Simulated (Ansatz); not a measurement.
CuNi: structures and their energies

6 relaxations of CuNi ended in 4 distinct structures. Method: PBEsol (plane waves to 420 eV, PAW, scalar-relativistic; Ansatz, a first-principles code).

| # | space group | Pearson | type | E − E(lowest) (eV/atom) | V (Å³/atom) | runs ending here | spin order |
|---|---|---|---|---|---|---|---|
| 1 | P4/nmm | tP4 | – | 0.00 | 10.81 | 2 | ferromagnetic |
| 2 | C2/m | mS8 | – | 0.01 | 10.78 | 2 | ferromagnetic |
| 3 | Pmm2 | oP8 | – | 0.01 | 10.80 | 1 | ferromagnetic |
| 4 | I4₁/amd | tI8 | – | 0.02 | 10.78 | 1 | ferromagnetic |

All are gapless at this level. P4/nmm, tP4, ferromagnetic is the lowest of the structures calculated here.

```cif
data_Cu2Ni2
_chemical_formula_sum 'Cu2 Ni2'
_space_group_name_H-M_alt 'P4/nmm :1'
_space_group_IT_number 129
_space_group_name_Hall 'P 4ab 2ab -1ab'
_cell_length_a 2.47892
_cell_length_b 2.47892
_cell_length_c 7.03559
_cell_angle_alpha 90.000
_cell_angle_beta 90.000
_cell_angle_gamma 90.000
loop_
_space_group_symop_operation_xyz
  'x, y, z'
  '-y+1/2, x+1/2, z'
  '-x, -y, z'
  'y+1/2, -x+1/2, z'
  'x+1/2, -y+1/2, -z'
  '-y, -x, -z'
  '-x+1/2, y+1/2, -z'
  'y, x, -z'
  '-x+1/2, -y+1/2, -z'
  'y, -x, -z'
  'x+1/2, y+1/2, -z'
  '-y, x, -z'
  '-x, y, z'
  'y+1/2, x+1/2, z'
  'x, -y, z'
  '-y+1/2, -x+1/2, z'
loop_
_atom_site_label
_atom_site_type_symbol
_atom_site_symmetry_multiplicity
_atom_site_Wyckoff_symbol
_atom_site_fract_x
_atom_site_fract_y
_atom_site_fract_z
_atom_site_occupancy
Cu1 Cu 2 c 0.00000 0.50000 0.12907 1
Ni1 Ni 2 c 0.50000 0.00000 0.38114 1
```

1 run with a doubtful electronic state, a coarser numerical grid, an end not at rest or a source that can't be used is left out. Each run could gain symmetry but not lose that of its start, so entries can be saddle points. All of these are generated cells (placed on structure types, drawn at random, substituted or restacked) that were not matched to a known phase here. Each structure is listed in the lowest spin state found for it. The real structure of this composition may not be among these, and whether this composition forms is not checked here. Static energies at zero pressure. Spin states reached: ferromagnetic; spin orders were not searched systematically.
